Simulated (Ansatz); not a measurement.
System: Ge (diamond type), 2 atoms in the cell.

Computed with PBE, plane waves, PAW datasets (generated hard set) (Ansatz 0.2.0 development build).

Cutoff 700 eV; k-mesh 8×8×8 Γ-centred; Fermi–Dirac smearing of 0.1 eV; no spin polarisation.

```xyz
2
Lattice="0.0000 2.8800 2.8800 2.8800 0.0000 2.8800 2.8800 2.8800 0.0000" Properties=species:S:1:pos:R:3 pbc="T T T"
Ge    0.0000    0.0000    0.0000
Ge    1.4400    1.4400    1.4400
```

Q: Is the cell under compression or tension, and by how much?

A: The pressure is 0.11 GPa, so at these settings the cell is compressed and would expand.

The stress includes the program's correction for the finite plane-wave basis.

The k-mesh is modest, so these values aren't fully converged in k.
